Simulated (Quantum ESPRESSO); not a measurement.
```
CELL_PARAMETERS angstrom
      4.35952     0.00000     0.00000
     -2.17976     3.77546     0.00000
      0.00000     0.00000     7.31153
ATOMIC_POSITIONS crystal
  P  0.66667 0.33333 0.74567
  P  0.33333 0.66667 0.25433
  Sr 0.00000 0.00000 0.00000
  Cd 0.33333 0.66667 0.63487
  Cd 0.66667 0.33333 0.36513
```

The geometry is that of Materials Project entry mp-8277, symmetrised and not relaxed again.

**Question.** What does norm-conserving PBEsol (Quantum ESPRESSO, 102 Ry, scalar-relativistic) give for the electronic structure near the Fermi level?

**Answer.** The PBEsol gap is direct, 0.64 eV at Γ. Spin-orbit splittings are left out.

The structure is a Materials Project entry; no match was found in the copy of COD used, and its stability was not checked.
